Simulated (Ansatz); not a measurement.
TiAu (CsCl type)

```yaml
crystal:
  lattice:
    - [3.21804, 0.00000, 0.00000]
    - [0.00000, 3.21804, 0.00000]
    - [0.00000, 0.00000, 3.21804]
  atoms:
    - { symbol: Ti, position: [0.50000, 0.50000, 0.50000] }
    - { symbol: Au, position: [0.00000, 0.00000, 0.00000] }
```

Equation-of-state scan: isotropic scaling of the cell above, V₀ being its volume. Symmetry pins the atoms to their sites.

These are PBEsol (plane waves to 420 eV, PAW, scalar-relativistic; Ansatz, a first-principles code) values and carry that method's errors. k mesh 14×14×14 (Γ-centred), Fermi-Dirac smearing 0.05 eV. The energy includes the smearing's −TS. Compression counts positive. Spin-orbit coupling is left out, though Au is heavy. TiAu is run without spin polarisation. TiAu was relaxed with its symmetry unable to fall. ΔE is measured from the relaxed starting cell. The last digit holds for this mesh only.

```csv
V (Å³/atom),ΔE (meV/atom)
13.997,294.7
14.530,176.0
15.063,withheld
15.596,38.6
16.129,9.0
16.663,0.0
17.196,8.0
17.729,30.2
18.262,64.2
18.796,107.9
19.329,159.6
```

Task: Fit a third-order Birch-Murnaghan form (E₀, V₀, B₀, B₀′ free) to the given rows and predict ΔE at V = 15.063.

Result: Least squares on the 10 given rows: ΔE = E₀ + (9V₀B₀/16)·y²·[2 + (B₀′ − 4)y], y = (V₀/V)^(2/3) − 1, with V₀ = 16.663 Å³/atom, B₀ = 159.0 GPa (160.2 GPa = 1 eV/Å³; the term in eV is multiplied by 1000), B₀′ = 4.69, E₀ = 0.09 meV/atom; root-mean-square residual 0.12 meV/atom. At 15.063 the fit gives 92.4 meV/atom; the calculation gives 92.6 meV/atom, so the interpolation is off by -0.2 (-0.2 %). For the pressure the fit gives 20.4 GPa against the computed 20.4 GPa.

(Under strain, the slope of the energy per volume gives the stress and its curvature an elastic modulus.)
